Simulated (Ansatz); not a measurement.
Total density of states per atom from plane-wave PAW PBE (Ansatz code), in 0.25 eV bins, energy from the Fermi level:

```
E (eV) | states/eV/atom
    -7.85 |  0.00
    -7.60 |  0.00
    -7.35 |  0.00
    -7.10 |  0.00
    -6.85 |  0.00
    -6.60 |  0.00
    -6.35 |  0.00
    -6.10 |  0.00
    -5.85 |  0.00
    -5.60 |  0.00
    -5.35 |  0.00
    -5.10 |  0.00
    -4.85 |  0.00
    -4.60 |  0.00
    -4.35 |  0.00
    -4.10 |  0.00
    -3.85 |  0.00
    -3.60 |  0.00
    -3.35 |  0.00
    -3.10 |  0.00
    -2.85 |  0.00
    -2.60 |  0.00
    -2.35 |  0.01
    -2.10 | # 0.12
    -1.85 | ########### 1.97
    -1.60 | ########## 1.79
    -1.35 | ############# 2.40
    -1.10 | ######## 1.47
    -0.85 | #### 0.68
    -0.60 | ######### 1.59
    -0.35 | ###### 1.15
    -0.10 | ##### 0.88
     0.15 | ##### 0.99
     0.40 | ############## 2.66
     0.65 | ############## 2.59
     0.90 | ############## 2.62
     1.15 | ##################### 3.90
     1.40 | ############################## 5.56
```

### Question
Which of these materials gives this?
A. Ir, diamond
B. La, diamond
C. La2O3, La2O3 or Ni2Al3 type
D. Ag, diamond

### Answer
B, La, diamond. Within 0.5 eV of the Fermi level: La 5d 63 %, La 4f 28 %, La 6s 6 %. Projections are on Löwdin-orthogonalised atomic valence shells; empty p or d shells of many metals are not among them.

Space group Fd-3m (diamond). The start of the workflow was typed in or built on a structure type; neither database checked (COD, Materials Project) lists it. It is not the phase usual at ambient conditions (space group No. 194). The PBE relaxation kept the symmetry of its start; whether a distortion lowers the energy is not shown. The volume moved by -37 % from the start of the relaxation. Spin–orbit coupling is left out wherever it is not named.

Potentials: the earlier of the program's two PAW sets.
